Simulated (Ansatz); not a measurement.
SiGe: computed property card

SiGe:
```xyz
4
Lattice="3.8702 0.0000 0.0000 -1.9351 3.3517 0.0000 0.0000 0.0000 6.3940" Properties=species:S:1:pos:R:3 pbc="T T T"
Si     1.9351     1.1172     5.5917
Si     0.0000     2.2344     2.3947
Ge     1.9351     1.1172     3.2000
Ge     0.0000     2.2344     0.0030
```

Space group P6_3mc (No. 186), wurtzite; conventional cell a = 3.8702 Å, b = 3.8702 Å, c = 6.3940 Å, α = 90.00°, β = 90.00°, γ = 120.00°.

Method: plane-wave PAW LDA (Ansatz code). The cell and atoms are relaxed at this level. Other levels are named where they apply.

**Cell and energy**

- Volume per atom = 20.73 Å³
- Density = 4.03 g/cm³
- Formation energy from the elements (no fitted shifts) = 0.025 eV/atom

**Electronic structure**

- Band gap = 0.32 eV (indirect)
- Valence-band maximum = at Γ
- Conduction-band minimum = at M (3 equivalent valleys)
- Smallest direct gap on the standard path = 0.43 eV
- Electron effective mass = 0.11, 1.2, 1.2 mₑ (principal values)
- Hole effective mass, band 1 of 2 at the edge = 0.075 along x, 0.51 along z (mₑ)
- Hole effective mass, band 2 of 2 at the edge = 0.53 along x, 0.51 along z (mₑ)

**Mechanics**

- Bulk modulus (Birch–Murnaghan fit) = 84.8 GPa
- Pressure derivative B′ = 4.5
- Elastic constants (relaxed ions, GPa) = C11 = 174, C12 = 47.7, C13 = 30.3, C33 = 200, C44 = 46.7
- Mechanical stability = stable (all eigenvalues of C positive)
- Hill bulk and shear moduli = 85.0 and 59.3 GPa
- Young's modulus = 144 GPa
- Poisson's ratio = 0.22
- Debye temperature from the elastic constants = 460 K

**Phonons**

* **Highest zone-centre frequency (without LO–TO term)**: 409 cm⁻¹
* **Zone-centre stability**: no imaginary mode at Γ

The workflow started from a Materials Project entry (that database holds measured and hypothetical structures alike); the Crystallography Open Database copy checked does not list it. Whether it is the stable phase at ambient conditions was not checked. Symmetry was held in the LDA relaxation. The references are the lowest solids computed at this level, not always the standard phases. Spin–orbit coupling is left out wherever it is not named.

Potentials: the earlier of the program's two PAW sets. The files were generated under PBE; for other functionals the program regenerates the frozen cores, and for LDA and PBEsol the local potential too.
